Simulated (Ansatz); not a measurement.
**Relaxing a structure of ZnS**

The start is a generated cell, ZnS placed in the 6H structure type. The structure is fully relaxed (lattice and positions, P = 0) with r2SCAN (plane waves to 500 eV, PAW, scalar-relativistic; Ansatz, a program for electronic structure). The first steps use a 8×8×2 k-mesh.

Initial structure:
```yaml
crystal:
  lattice:
    - [3.82634, 0.00000, 0.00000]
    - [-1.91317, 3.31370, 0.00000]
    - [0.00000, 0.00000, 18.77567]
  atoms:
    - { symbol: Zn, position: [0.00000, 0.00000, 0.00000] }
    - { symbol: Zn, position: [0.00000, 0.00000, 0.50000] }
    - { symbol: Zn, position: [0.66667, 0.33333, 0.83325] }
    - { symbol: Zn, position: [0.33333, 0.66667, 0.33325] }
    - { symbol: Zn, position: [0.66667, 0.33333, 0.16650] }
    - { symbol: Zn, position: [0.33333, 0.66667, 0.66650] }
    - { symbol: S, position: [0.00000, 0.00000, 0.87460] }
    - { symbol: S, position: [0.00000, 0.00000, 0.37460] }
    - { symbol: S, position: [0.66667, 0.33333, 0.70785] }
    - { symbol: S, position: [0.33333, 0.66667, 0.20785] }
    - { symbol: S, position: [0.66667, 0.33333, 0.04150] }
    - { symbol: S, position: [0.33333, 0.66667, 0.54150] }
```

Task: How much energy is released per atom?

Result: 1 meV/atom.

Task: How do the shortest distances between atoms change?

Result: The closest pairs of elements (up to four, under 3.6 Å), start → end: S–Zn 2.34 → 2.33 Å.

Task: Is the relaxed structure metallic? Give its gap.

Result: 2.73 eV, direct at Γ (no spin-orbit coupling).

Task: What does it relax into? Give the structure.

Result: 
Space group P6₃mc (No. 186); a = b = 3.8091 Å, c = 18.6911 Å, α = β = 90.00°, γ = 120.00°

| atom | site | symmetry | x | y | z |
|---|---|---|---|---|---|
| Zn | 2a | 3m. | 0.0000 | 0.0000 | 0.4997 |
| Zn | 2b | 3m. | 0.3333 | 0.6667 | 0.3330 |
| Zn | 2b | 3m. | 0.6667 | 0.3333 | 0.1665 |
| S | 2a | 3m. | 0.0000 | 0.0000 | 0.3747 |
| S | 2b | 3m. | 0.3333 | 0.6667 | 0.2081 |
| S | 2b | 3m. | 0.6667 | 0.3333 | 0.0417 |

The space group stays P6₃mc (No. 186) (the run could not lower it); the end is AFLOW prototype AB_hP12_186_a2b_a2b (B6, as in SiC), with 12 atoms in the primitive cell. No spin polarisation in the result.

The run could not lose the symmetry of its start.

The first start was generated by placing the elements on the sites of a structure type. A measured structure of ZnS has the same space group, P6₃mc (No. 186); the sites were not compared with it.
